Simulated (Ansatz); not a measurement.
AlRu:
```xyz
4
Lattice="1.4741 -4.5425 0.0000 1.4741 4.5425 0.0000 0.0000 0.0000 4.0888" Properties=species:S:1:pos:R:3 pbc="T T T"
Al     1.4741    -0.8440     1.0222
Ru     1.4741    -3.3008     1.0222
Al     1.4741     0.8440     3.0666
Ru     1.4741     3.3008     3.0666
```

Relaxed with PBEsol. Special points in fractions of this cell's reciprocal vectors: Γ (0.000, 0.000, 0.000); Y (-0.500, 0.500, 0.000); C0 (-0.276, 0.724, 0.000); Σ0 (0.276, 0.276, 0.000); Z (0.000, 0.000, 0.500); A0 (0.276, 0.276, 0.500); E0 (-0.276, 0.724, 0.500); T (-0.500, 0.500, 0.500); S (0.000, 0.500, 0.000); R (0.000, 0.500, 0.500).

Problem. List the band energies nearest the Fermi level at these points for PBEsol with spin–orbit coupling in the plane-wave PAW code Ansatz.

Solution. In eV from the Fermi level; about four levels below and three above (degenerate sets whole), none deeper than 8.9 eV; points with the same levels are listed once.

```tsv
k	below	above
Γ	-0.57 -0.57 -0.44 -0.44	0.23 0.23 3.02 3.02
Y	-1.10 -1.10 -0.16 -0.16	0.13 0.13 3.26 3.26
C0	-1.30 -1.30 -0.12 -0.12	1.10 1.10 2.24 2.24
Z	-1.49 -1.49 -1.49 -1.49	0.17 0.17 0.17 0.17
A0	-1.20 -1.20 -1.18 -1.18	0.46 0.46 0.47 0.47
T	-0.55 -0.55 -0.55 -0.55	1.00 1.00 1.00 1.00
S	-0.19 -0.19 -0.06 -0.06	1.25 1.25 2.18 2.18
R	-1.16 -1.16 -1.16 -1.16	0.68 0.68 0.68 0.68
```

Space group Cmcm. The start of the workflow was typed in or built on a structure type; neither database checked (COD, Materials Project) lists it. COD files the formula under space group No. 221. Whether it is the stable phase at ambient conditions was not checked. Symmetry was held in the PBEsol relaxation; its stability against distortions is not shown here. No spin polarisation was allowed.

Potentials: the earlier of the program's two PAW sets. The files were generated under PBE; for other functionals the program regenerates the frozen cores, and for LDA and PBEsol the local potential too.
